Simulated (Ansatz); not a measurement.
**CaAl2Ge2: pressure against volume**

CaAl2Ge2, P-3m1, a = 4.170 Å, c = 7.148 Å. The structure is a COD entry; whether it is the stable form wasn't checked. Ansatz: r2SCAN, PAW, 500 eV, Γ-centred 12×12×6 mesh on 5 atoms, Gaussian smearing 0.10 eV; no spin polarisation. Shape and atoms are relaxed at each volume; pressure is positive in compression.

| V (Å³/atom) | P (GPa) |
| --- | --- |
| 18.940 | 10.47 |
| 19.586 | 7.22 |
| 20.232 | 4.44 |
| 20.877 | ? |
| 21.523 | 0.01 |
| 22.169 | -1.75 |
| 22.814 | -3.26 |
| 23.675 | -4.93 |

**Question.** Take V0 = 21.523 Å³/atom, count pressures from its P0 = 0.01 GPa, fit the third-order Birch–Murnaghan form to the other rows, and predict the missing pressure.

**Answer.** With the Eulerian strain f = ½[(V0/V)^(2/3) − 1] and y = (P − P0)/[3f(1 + 2f)^(5/2)], the form is the line y = B0 + 1.5 B0 (B0′ − 4) f. Rows (f, y): 0.04448, 63.3; 0.03244, 63.3; 0.02105, 63.3; -0.00976, 63.1; -0.01905, 63.1; -0.03078, 62.7. Means f = 0.006397, y = 63.133; Σ(Δf)² = 0.004634, ΣΔfΔy = 0.03063; the slope is their ratio. y = 63.09 + 6.609 f GPa, so B0 = 63.1 GPa and B0′ = 4 + 2 × (6.609)/(3 × 63.09) = 4.07. At V = 20.877, f = 0.01026, y = 63.16 and P = 2.06 GPa. The run gave 2.06 GPa, the same to the digits shown.